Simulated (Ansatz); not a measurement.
Rb3ScCl6:
```yaml
crystal:
  lattice:
    - [0.00000, 5.53647, 5.53647]
    - [5.53647, 0.00000, 5.53647]
    - [5.53647, 5.53647, 0.00000]
  atoms:
    - { symbol: Rb, position: [0.75000, 0.75000, 0.75000] }
    - { symbol: Rb, position: [0.25000, 0.25000, 0.25000] }
    - { symbol: Rb, position: [0.50000, 0.50000, 0.50000] }
    - { symbol: Sc, position: [0.00000, 0.00000, 0.00000] }
    - { symbol: Cl, position: [0.77598, 0.22402, 0.22402] }
    - { symbol: Cl, position: [0.22402, 0.77598, 0.77598] }
    - { symbol: Cl, position: [0.22402, 0.77598, 0.22402] }
    - { symbol: Cl, position: [0.77598, 0.22402, 0.77598] }
    - { symbol: Cl, position: [0.22402, 0.22402, 0.77598] }
    - { symbol: Cl, position: [0.77598, 0.77598, 0.22402] }
```

Relaxed with r²SCAN. Special points in fractions of this cell's reciprocal vectors: Γ (0.000, 0.000, 0.000); X (0.500, 0.000, 0.500); U (0.625, 0.250, 0.625); K (0.375, 0.375, 0.750); L (0.500, 0.500, 0.500); W (0.500, 0.250, 0.750).

Q: List the band energies nearest the valence-band maximum at these points for plane-wave PAW r²SCAN (Ansatz code).

A: In eV from the valence-band maximum; about four levels below and three above (degenerate sets whole), none deeper than 8.9 eV; points with the same levels are listed once.

| k | below | above |
|---|---|---|
| Γ | -0.30 -0.30 -0.30 0.00 0.00 0.00 | 4.61 4.61 4.61 |
| X | -0.38 -0.38 -0.36 -0.36 -0.01 | 4.59 4.85 4.85 |
| U | -0.41 -0.31 -0.27 -0.07 | 4.66 4.81 4.83 |
| L | -0.41 -0.41 -0.17 -0.17 -0.12 | 4.69 4.76 4.76 |
| W | -0.50 -0.50 -0.36 -0.15 -0.15 | 4.73 4.73 4.85 |

Space group Fm-3m. The workflow started from a Materials Project entry (that database holds measured and hypothetical structures alike); the Crystallography Open Database files this formula in space group No. 225, but the cells were not matched. Whether it is the stable phase at ambient conditions was not checked. Symmetry was held in the r²SCAN relaxation; its stability against distortions is not shown here. No spin polarisation was allowed. Spin–orbit coupling is left out wherever it is not named.

Potentials: the later of the program's two PAW sets.
